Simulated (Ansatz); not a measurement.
# ErSi3 (AuCu3-type structure)

Computed with Ansatz (plane waves, PAW, 420 eV cutoff): PBE, scalar-relativistic, collinear spin, Γ-centred 8×8×4 mesh, 0.05 eV Gaussian smearing. The datasets are Ansatz's generated set soft_2.

```xyz
8
Lattice="4.0792 0.0000 4.0792 0.0000 4.0792 4.0792 0.0000 0.0000 8.1584" Properties=species:S:1:pos:R:3 pbc="T T T"
Er    0.0000    0.0000    0.0000
Si    0.0000    2.0396    2.0396
Si    2.0396    2.0396    8.1584
Si    2.0396    0.0000    2.0396
Er    0.0000    0.0000    4.0792
Si    0.0000    2.0396    6.1188
Si    2.0396    2.0396    4.0792
Si    2.0396    0.0000    6.1188
```

The structure was built from a prototype; whether the compound forms in it isn't claimed.

Magnetic state: antiferromagnetic, site spin moments Er 2.49, -2.49 μB.

The pressure at this geometry is 0.1 GPa.

Q: Which orbitals carry the states at the Fermi level, and how many states are there?

A: Within 0.1 eV of it: Er 4f 68 %, Si 3p 22 % (shares among the projected shells; no valence p shell of Er is among them). The density of states at the Fermi level is about 8 states/eV per cell, averaged over 0.3 eV.

Density of states (tetrahedra, averaged over 0.4 eV; states/eV per cell of 8 atoms; energy in eV from the Fermi level; projections on Löwdin-orthogonalised atomic orbitals, summed over sites):

```
    E  total  Si 3p  Er 4f down  Er 4f up  Si 3s  Er 5d up
-7.65    3.7    0.7         0.0       0.0    2.0       0.4
-7.25    3.1    0.8         0.0       0.0    1.6       0.3
-6.85    2.3    0.6         0.0       0.0    1.1       0.2
-6.45    1.9    0.5         0.0       0.0    0.9       0.2
-6.05    1.5    0.4         0.0       0.0    0.8       0.2
-5.65    1.6    0.5         0.0       0.0    0.7       0.2
-5.25    1.4    0.6         0.0       0.0    0.4       0.1
-4.85    1.9    1.3         0.0       0.0    0.2       0.1
-4.45    3.0    2.0         0.0       0.0    0.4       0.2
-4.05    2.8    2.0         0.0       0.0    0.3       0.2
-3.65    3.9    2.8         0.1       0.1    0.2       0.3
-3.25    7.7    4.4         0.8       0.8    0.3       0.6
-2.85   16.4    2.7         6.1       6.1    0.2       0.6
-2.45    7.2    2.3         1.8       1.8    0.2       0.5
-2.05   18.2    1.8         7.6       7.6    0.3       0.4
-1.65    4.9    1.7         1.0       1.0    0.4       0.4
-1.25    6.6    2.2         1.5       1.5    0.5       0.4
-0.85   16.5    1.6         6.9       6.9    0.4       0.3
-0.45    6.3    1.9         1.6       1.6    0.5       0.3
-0.05    7.4    1.7         2.4       2.4    0.3       0.3
 0.35   11.2    2.1         3.8       3.8    0.5       0.4
 0.75    3.6    1.4         0.6       0.6    0.3       0.2
 1.15    3.6    1.8         0.2       0.2    0.5       0.3
 1.55    4.6    2.4         0.1       0.1    0.7       0.4
 1.95    5.1    2.4         0.1       0.1    0.6       0.5
 2.35    4.7    1.9         0.0       0.0    0.5       0.6
 2.75    4.7    2.3         0.0       0.0    0.3       0.6
 3.15    5.1    1.9         0.0       0.0    0.4       1.0
 3.55    5.5    2.1         0.0       0.0    0.5       1.0
 3.95    7.5    2.9         0.0       0.0    0.7       1.3
 4.35    6.9    2.6         0.0       0.0    0.6       1.1
 4.75    4.7    1.7         0.0       0.0    0.5       0.9
 5.15    6.8    2.8         0.0       0.0    0.7       1.0
 5.55    5.4    2.7         0.0       0.0    0.4       0.6
 5.95    4.7    1.9         0.0       0.0    0.5       0.5
```

Without a U the open 4f shell is pinned at the Fermi level, an artefact: in the real crystal it splits into occupied and empty levels away from it, and its large orbital moment is missing here. These numbers lack spin–orbit coupling. The run wasn't fully tested for a lower electronic state. The order of the orbitals lowers the symmetry, along an axis that is one of several equivalent ones. Site moments are of spin, integrated over atomic spheres. The run holds 0.5 f electrons more on Er than the trivalent ion has, so it is between trivalent and divalent here. In such compounds it is trivalent as a rule, so this state is likely an artefact, and the extra f charge swells the ion.

The state of the open shells isn't shown to be the lowest, and forces and pressures are less sure for it.
